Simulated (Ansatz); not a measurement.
**SiO₂: a ladder of calculations**

Cell of run 1: a COD entry.

Space group P4_12_12 (No. 92); a = 4.9080, c = 6.7840 Å.

```
site  Wyckoff  site symmetry       x       y       z
  Si       4a            ..2  0.3083  0.3083  0.0000
   O       8b              1  0.2387  0.1161  0.1865
```

One atom of each set is listed.

Relaxed positions (PBE, cell held):

Si (0.3123, 0.3123, 0.0000)
O (0.2337, 0.1302, 0.1920)

All runs are DFT with Ansatz 0.2.0 (plane waves and PAW, scalar-relativistic unless spin–orbit coupling is named, Γ-centred meshes, Fermi–Dirac smearing where given) in this cell.

Run 1: PBE, atoms as given; 420 eV, 5×5×4 k-points, smearing 0.02 eV.
Run 2: PBE, atoms relaxed; 420 eV, 5×5×4 k-points, smearing 0.02 eV.
Run 3: r2SCAN, at the relaxed atoms; 500 eV, 5×5×4 k-points, smearing 0.02 eV.

| run | Si V_zz (η) | O V_zz (η) |
| --- | --- | --- |
| 1 | -1.16 (0.72) | 8.76 (0.20) |
| 2 | ? | ? |
| 3 | -0.46 (0.75) | 9.04 (0.24) |

V_zz in 10²¹ V/m².

(1) Estimate the row of run 2.

## Answers

(1) Si: -0.46 (0.81); O: 9.16 (0.24). It lies nearest to run 3, from whose tensors on these sites it differs by 0.13 at most (largest principal value of the difference, on O). Taken one at a time, the positions of the atoms (as given or relaxed) move the tensors on these sites by up to 0.78 (largest principal value of the change, on Si), the functional (r2SCAN with its higher cutoff) by 0.13 (O).

The cell is 5 % smaller than that of α-cristobalite at ambient conditions, so the entry probably stands for a crystal under pressure. In runs 1, 3 the atoms aren't at the calculated equilibrium (largest force 0.88, 0.32 eV/Å). The cell isn't the equilibrium one in run 1 (calculated pressure 10 GPa), and the entry's cell may itself be off.
